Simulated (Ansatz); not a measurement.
Cu2O (cuprite type, space group Pn-3m)

```yaml
crystal:
  lattice:
    - [4.29840, 0.00000, 0.00000]
    - [0.00000, 4.29840, 0.00000]
    - [0.00000, 0.00000, 4.29840]
  atoms:
    - { symbol: Cu, position: [0.75000, 0.75000, 0.75000] }
    - { symbol: Cu, position: [0.75000, 0.25000, 0.25000] }
    - { symbol: Cu, position: [0.25000, 0.75000, 0.25000] }
    - { symbol: Cu, position: [0.25000, 0.25000, 0.75000] }
    - { symbol: O, position: [0.00000, 0.00000, 0.00000] }
    - { symbol: O, position: [0.50000, 0.50000, 0.50000] }
```

The relaxed cell is deformed in two ways at once: its volume V is scaled, and at that volume it is stretched along z (the c axis of the conventional cell) so that c/a changes. Fractional atomic positions are held.

Computed with PBE (plane waves to 420 eV, PAW, scalar-relativistic; Ansatz, a first-principles code). k mesh 8×8×8 (Γ-centred), Fermi-Dirac smearing 0.05 eV. E stands for the smeared free energy. Cu2O is run without spin polarisation. Cu2O was relaxed with its symmetry unable to fall. ΔE is measured from the relaxed starting cell.

```json
[
 {"ΔE (kJ/mol of atoms)": "(c/a)/(c/a)₀ = 0.960", "V/V₀ = 0.920": "3.37", "V/V₀ = 0.947": "[?]", "V/V₀ = 0.973": "0.40", "V/V₀ = 1.000": "0.08", "V/V₀ = 1.027": "0.40", "V/V₀ = 1.053": "1.26", "V/V₀ = 1.080": "2.59"},
 {"ΔE (kJ/mol of atoms)": "(c/a)/(c/a)₀ = 0.973", "V/V₀ = 0.920": "3.35", "V/V₀ = 0.947": "1.42", "V/V₀ = 0.973": "0.36", "V/V₀ = 1.000": "0.04", "V/V₀ = 1.027": "0.35", "V/V₀ = 1.053": "1.20", "V/V₀ = 1.080": "2.52"},
 {"ΔE (kJ/mol of atoms)": "(c/a)/(c/a)₀ = 0.987", "V/V₀ = 0.920": "3.34", "V/V₀ = 0.947": "1.41", "V/V₀ = 0.973": "0.34", "V/V₀ = 1.000": "0.01", "V/V₀ = 1.027": "0.31", "V/V₀ = 1.053": "1.16", "V/V₀ = 1.080": "2.48"},
 {"ΔE (kJ/mol of atoms)": "(c/a)/(c/a)₀ = 1.000", "V/V₀ = 0.920": "3.34", "V/V₀ = 0.947": "1.40", "V/V₀ = 0.973": "0.33", "V/V₀ = 1.000": "0.00", "V/V₀ = 1.027": "0.31", "V/V₀ = 1.053": "1.15", "V/V₀ = 1.080": "2.47"},
 {"ΔE (kJ/mol of atoms)": "(c/a)/(c/a)₀ = 1.013", "V/V₀ = 0.920": "3.34", "V/V₀ = 0.947": "1.41", "V/V₀ = 0.973": "0.34", "V/V₀ = 1.000": "0.01", "V/V₀ = 1.027": "0.31", "V/V₀ = 1.053": "1.16", "V/V₀ = 1.080": "2.48"},
 {"ΔE (kJ/mol of atoms)": "(c/a)/(c/a)₀ = 1.027", "V/V₀ = 0.920": "3.35", "V/V₀ = 0.947": "1.43", "V/V₀ = 0.973": "0.36", "V/V₀ = 1.000": "0.04", "V/V₀ = 1.027": "0.34", "V/V₀ = 1.053": "1.20", "V/V₀ = 1.080": "2.52"},
 {"ΔE (kJ/mol of atoms)": "(c/a)/(c/a)₀ = 1.040", "V/V₀ = 0.920": "3.37", "V/V₀ = 0.947": "[?]", "V/V₀ = 0.973": "0.40", "V/V₀ = 1.000": "0.08", "V/V₀ = 1.027": "0.40", "V/V₀ = 1.053": "1.25", "V/V₀ = 1.080": "2.58"}
]
```

Task: What belongs in the gaps?

Result: 
- (c/a)/(c/a)₀ = 0.960, V/V₀ = 0.947: 1.46
- (c/a)/(c/a)₀ = 1.040, V/V₀ = 0.947: 1.45

(A scan under strain: stresses follow from slopes of the energy per volume, elastic moduli from its curvatures.)
